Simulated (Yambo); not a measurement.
**Bethe-Salpeter results for KBH₄**

```
CELL_PARAMETERS angstrom
      4.66337     0.00000     0.00000
      0.00000     4.67774     0.00000
     -0.00767     0.00000     6.54862
ATOMIC_POSITIONS crystal
  H  0.53483 0.75000 0.14212
  H  0.46517 0.25000 0.85788
  H  0.74955 0.96359 0.35808
  H  0.25045 0.03641 0.64192
  H  0.25045 0.46359 0.64192
  H  0.74955 0.53641 0.35808
  H  0.96397 0.75000 0.14223
  H  0.03603 0.25000 0.85777
  B  0.25049 0.25000 0.74996
  B  0.74951 0.75000 0.25004
  K  0.75019 0.75000 0.75012
  K  0.24981 0.25000 0.24988
```

The geometry is that of Materials Project entry mp-37722, symmetrised and not relaxed again.

BSE in Yambo on PBEsol (pw.x of Quantum ESPRESSO, ONCV potentials, scalar-relativistic) bands: 4×4×4 mesh, 8 valence and 16 conduction bands, static screening with 69 bands and a 3 Ry block, scissor 3.20 eV, Tamm-Dancoff; field along x.

```csv
state,energy (eV),states within 2 meV,relative strength,class,main transitions
1,7.80,1,< 0.01,dark,VB → CB (67 %)
2,7.81,1,< 0.01,dark,VB−1 → CB (60 %)
3,7.97,1,0.25,strong,several band pairs
4,7.98,1,< 0.01,dark,several band pairs
5,8.04,1,1.00,strong,several band pairs
6,8.05,1,< 0.01,dark,several band pairs
7,8.08,1,< 0.01,dark,several band pairs
8,8.22,1,< 0.01,dark,several band pairs
9,8.22,1,< 0.01,dark,several band pairs
10,8.25,1,< 0.01,dark,several band pairs
```

These are vertical excitations (zero momentum). The direct quasiparticle gap on this mesh is 9.12 eV; counted from there, state 1 is bound by 1.32 eV. On a 2×2×2 mesh the same difference is 1.78 eV, so it isn't converged.

Spin singlets only. Strengths are relative to the strongest of the lowest states of this run; strong means a line over 3 % of the spectrum's maximum, dark under 0.03 %. Absolute energies carry the error of the G0W0 scissor, whose convergence isn't established; the long-wavelength screening was taken along (1,1,1) although the crystal is anisotropic.

The structure is a Materials Project entry; no match was found in the copy of COD used, and its stability was not checked.
